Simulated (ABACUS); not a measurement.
Input and output of a self-consistent single point for Ni3Sn4 (C2/m, 7 atoms in the cell; from Materials Project mp-20174, lattice scaled a little) (ABACUS).

All values come from this method and carry its errors: PBEsol, numerical atomic orbitals TZP (confined pseudo-atomic orbitals; energy shift 0.01 Ry), PseudoDojo 0.4 standard norm-conserving PBEsol (tails mended) pseudopotentials run with ABACUS.

```
Ni3Sn4
1.0
    6.24549    -2.07391     0.00000
    6.24549     2.07391     0.00000
   -1.37848     0.00000     5.13358
Ni Sn
3 4
Direct
  0.00000   0.00000   0.00000
  0.78416   0.78416   0.66356
  0.21584   0.21584   0.33644
  0.57265   0.57265   0.31357
  0.42735   0.42735   0.68643
  0.82788   0.82788   0.18744
  0.17212   0.17212   0.81256
```

Reference input (self-consistent single point, DFT, PBEsol, numerical atomic orbitals TZP (confined pseudo-atomic orbitals; energy shift 0.01 Ry), PseudoDojo 0.4 standard norm-conserving PBEsol (tails mended) pseudopotentials): basis = TZP numerical atomic orbitals, energy shift 0.01 Ry; KPT = Gamma 5 5 4 0 0 0; basis_type = lcao; dft_functional = PBESOL; ecutwfc = 100 Ry; smearing_method = gaussian; smearing_sigma = 0.00367493 Ry; potentials = PseudoDojo 0.4 standard norm-conserving PBEsol (tails mended); symmetry = 1; ks_solver = genelpa; scf_nmax = 100; scf_thr = 1.0e-07. This run's input differs from it in these lines:

```diff
@@ -58,3 +58,3 @@
 Gamma
-5 5 4 0 0 0
+4 4 3 0 0 0
```

The program printed (abridged):

```
 SELF-CONSISTENT
 -------------------------------------------

                  longest orb rcut (Bohr) = 7.4
   longest nonlocal projector rcut (Bohr) = 2.66
                     search radius (Bohr) = 20.1

                          real space grid = [ 80, 80, 64 ]
                                 init_chg = atomic

 LCAO ALGORITHM --------------- ION=   1  ELEC=   1--------------------------------

 Density error is 0.0586373937741
 E_KohnSham     -1633.0898008691     -22219.3266375055
 E_Fermi        0.9501321416         12.9272109788

 LCAO ALGORITHM --------------- ION=   1  ELEC=   2--------------------------------

   [... lines left out ...]

   [... 9 blocks of this kind left out ...]

 LCAO ALGORITHM --------------- ION=   1  ELEC=  12--------------------------------

 Density error is 5.65661321326e-07
 E_KohnSham     -1634.7796575590     -22242.3183172916
 E_Fermi        1.0019272007         13.6319189105

 LCAO ALGORITHM --------------- ION=   1  ELEC=  13--------------------------------

 Density error is 7.41772941791e-08
 E_KohnSham     -1634.7796575592     -22242.3183172937
 E_KS(sigma->0) -1634.7794475602     -22242.3154601112
 E_entropy(-TS) -0.0004199979        -0.0057143650
 E_Fermi        1.0019272482         13.6319195566
 charge density convergence is achieved
 final etot is -22242.318317 eV
 EFERMI = 13.631919557 eV

 STATE ENERGY(eV) AND OCCUPATIONS    NSPIN == 1
   [... 64 lines left out ...]

 --------------------------------------------
 !FINAL_ETOT_IS -22242.3183172936951451 eV
 --------------------------------------------
```

The run converged in 13 iterations. Against the reference run the free energy drops by 4.7 meV/atom.

The atom-centred basis is finite, which shifts total energies against plane waves. The run has no spin polarisation, so moments on Ni cannot form. Forces and stress are left out: the polarisation orbitals used for some of these elements are too diffuse to give them reliably, and gaps can carry the same lack. This run is one point of a test of settings, so its values need not be converged; read them against the reference run alone. The structure comes from a collection of computed structures, made at another level of theory; the collection holds predicted forms beside known ones. Its lattice was then scaled. No clean gap shows at this smearing width and mesh (spacing up to 0.41 Å⁻¹); the mesh is coarse for partly filled bands, so the values carry mesh errors.

Cost on one core: around 110 core-seconds (rough).

The atomic orbitals were generated for these runs; they are not ABACUS's published sets and were checked against plane waves on a few crystals only.

“Tails mended”: in these copies of the files the far tail of each local potential was reset to the Coulomb form.
